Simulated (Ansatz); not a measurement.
Mg2Si (fluorite or antifluorite type, Fm-3m) at seven volumes, DFT-PBEsol in the program Ansatz with PAW potentials, scaled uniformly. One row is withheld.

```json
[
 {"V (Å³/atom)": "19.197", "P (GPa)": "6.38"},
 {"V (Å³/atom)": "19.829", "P (GPa)": "?"},
 {"V (Å³/atom)": "20.462", "P (GPa)": "1.81"},
 {"V (Å³/atom)": "21.095", "P (GPa)": "0.00"},
 {"V (Å³/atom)": "21.728", "P (GPa)": "-1.56"},
 {"V (Å³/atom)": "22.361", "P (GPa)": "-2.91"},
 {"V (Å³/atom)": "22.994", "P (GPa)": "-4.06"}
]
```

Question: Fit the shown pressures and predict the withheld one.

Answer: P = (3/2)B₀(x^(7/2) − x^(5/2))[1 + (3/4)(B′ − 4)(x − 1)] with x = (V₀/V)^(2/3). Least squares on the six rows gives V₀ = 21.094 Å³/atom, B₀ = 56.0 GPa, B′ = 4.02. At V = 19.829, x = 1.0421 and P = 3.92 GPa. The run itself gave 3.92 GPa.

The cell was relaxed with PBEsol under the symmetry of its start.

Potentials: the later of the program's two PAW sets.
